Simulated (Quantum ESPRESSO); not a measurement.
**Kohn-Sham bands of Zn$_{2}$SeS (P-4m2)**

```xyz
4
Lattice="3.9093 0.0000 0.0000 0.0000 3.9093 0.0000 0.0000 0.0000 5.5221" Properties=species:S:1:pos:R:3 pbc="T T T"
Zn     1.9546     0.0000    -1.3084
Zn     0.0000     1.9546     1.3084
Se     0.0000     0.0000     2.7611
S      1.9546     1.9546     0.0000
```

Structure: Materials Project mp-1215430, symmetrised, not relaxed again. Not found in the COD (Crystallography Open Database) copy used; not checked further. Method: PBEsol plane waves in Quantum ESPRESSO 7.5 (PseudoDojo norm-conserving files, 69 Ry, no spin polarisation, no spin-orbit coupling), Bloch states on a 8×8×6 mesh through Γ, Wannier90 4.0.1. Density: 8×8×6 mesh, cold smearing 0.01 Ry. Spin-orbit coupling, left out, would split the p-like bands by a few tenths of an eV.

Energies are relative to the valence-band maximum; weights are on the orthonormalised atomic waves of the pseudopotential files, averaged over the group. 62 electrons a cell are treated as valence.

Q: Into which isolated groups do the bands fall, where do they lie and what are they made of?

A: 
```csv
bands,from (eV),to (eV),filling,weight on atomic waves
1–2,-124.88,-124.88,filled,Zn 3s 100 %
3–8,-79.18,-79.17,filled,Zn 3p 100 %
9–13,-46.83,-46.80,filled,Se 3d 100 %
14–15,-13.30,-12.10,filled,"Se 4s 43 %, S 3s 42 %, Zn 4s 10 %"
16–25,-6.60,-5.74,filled,Zn 3d 94 %
26–31,-5.52,0.00,filled,"Se 4p 39 %, S 3p 38 %, Zn 3d 9 %"
```

The Kohn-Sham gap over both meshes and the path is 1.49 eV.
